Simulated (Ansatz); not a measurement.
Input and command of a plane-wave DFT calculation in Ansatz:

```yaml
crystal:
  lattice:
    - [8.020447, 0.036569, -0.258236]
    - [0.036569, 8.872817, -0.127032]
    - [-0.258236, -0.127032, 8.385919]
  atoms:
    - { symbol: Ge, position: [0.6781155185, 0.5335044629, 0.7652156071] }
    - { symbol: Ge, position: [0.6542931625, 0.0645975194, 0.3285472268] }
    - { symbol: Sb, position: [0.0683014542, 0.4263308205, 0.5783312133] }
    - { symbol: Sb, position: [0.7793220638, 0.7147596893, 0.1829881146] }
    - { symbol: Sb, position: [0.247034455, 0.9619437559, 0.8193534398] }
    - { symbol: Sb, position: [0.6501546915, 0.036294131, 0.9396155659] }
    - { symbol: Sb, position: [0.0969805123, 0.6486138392, 0.3702608541] }
    - { symbol: Sb, position: [0.4135665883, 0.1877421311, 0.3893258584] }
    - { symbol: Sb, position: [0.5010324937, 0.7098637176, 0.9653965592] }
    - { symbol: Sb, position: [0.1043828816, 0.0455861728, 0.5202678289] }
    - { symbol: Te, position: [0.4015568833, 0.4277732575, 0.148685366] }
    - { symbol: Te, position: [0.946251508, 0.080955046, 0.1606033412] }
    - { symbol: Te, position: [0.75164327, 0.4505291489, 0.3938496733] }
    - { symbol: Te, position: [0.1385717229, 0.7542036656, 0.033727281] }
    - { symbol: Te, position: [0.9655748463, 0.4225699108, 0.9060179549] }
    - { symbol: Te, position: [0.7382066067, 0.9151894173, 0.601996146] }
    - { symbol: Te, position: [0.4301600504, 0.7638688761, 0.5465585856] }
    - { symbol: Te, position: [0.4435695393, 0.2664338667, 0.7268354291] }
  symmetry: { detect: false }
basis:
  ecutwfc: 420
  xc_grid: 1
kpoints:
  mp_grid: { grid: [1, 1, 1], shift: [0.25, 0.25, 0.25] }
hamiltonian:
  xc: pbe
scf:
  occupations: { method: fermi_dirac, width: 0.1362 }
  lower_state_search: "off"
  convergence: { dr2_threshold: 1.0e-05 }
output:
  forces: true
  stress: true
md:
  timestep: 3.0
  n_steps: 35
  ensemble: nvt_langevin
  friction: 0.005
  temperature: 1580.0
  initial_velocities: maxwell_boltzmann
  seed: 13249
```

```bash
ansatz run input.yaml --threads 2 --pin off --max-ram 5120MiB --backend cpu --events-out ev --progress --plain --runs-dir out
```

Processor: Intel(R) Xeon(R) Processor @ 2.50GHz (Skylake/Cascade Lake), 2 threads, on a host shared with other jobs.

Task: Estimate time, memory and problem size.

Result: About 6.3 min on 2 threads of Intel(R) Xeon(R) Processor @ 2.50GHz (Skylake/Cascade Lake), with other jobs on the host, peak memory 0.95 GiB. It solves 169 bands at 1 k points (the mesh reduced by symmetry) with about 11623 plane waves, in 122 SCF iterations.
